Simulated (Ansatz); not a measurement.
## Au: zone-centre modes under pressure

Au, P6_3/mmc, a = 2.837 Å, c = 4.762 Å. This isn't the element's structure at ambient conditions. Ansatz: LDA, PAW, 420 eV, Γ-centred 18×18×10 mesh on 2 atoms, Fermi-Dirac smearing 0.15 eV; no spin polarisation. Cell and atoms are relaxed at each pressure with the symmetry kept; optical modes at Γ by linear response, in cm⁻¹, matched by rank (the highest 2 distinct ones).

```
P (GPa) V (Å³/atom)    ω1     ω2
      0       16.595  39.6  152.1
      3       16.348  42.4  159.4
      8       15.984  46.5  170.5
     15       15.550     ?      ?
```

Task: Get each mode's Grüneisen parameter γ = −d ln ω/d ln V from the other rows and predict the missing frequencies.

Result: ln(V/V0) = 0.0000, -0.0150, -0.0375, -0.0650; a line through ln(ω/ω0) of the 3 known rows gives ω1: γ = 4.269 (intercept 0.0016), predicted 52.3, computed 51.5; ω2: γ = 3.041 (intercept 0.0005), predicted 185.4, computed 184.1. The worst miss is 1.6 %: γ isn't constant over this range. In a metal these frequencies hang on the mesh and smearing.

Spin–orbit coupling is left out, which can shift energies with elements as heavy as these.

Cost: 4 runs of about 7.4 core-minutes in all, on Arm Neoverse V1 (shared hosts).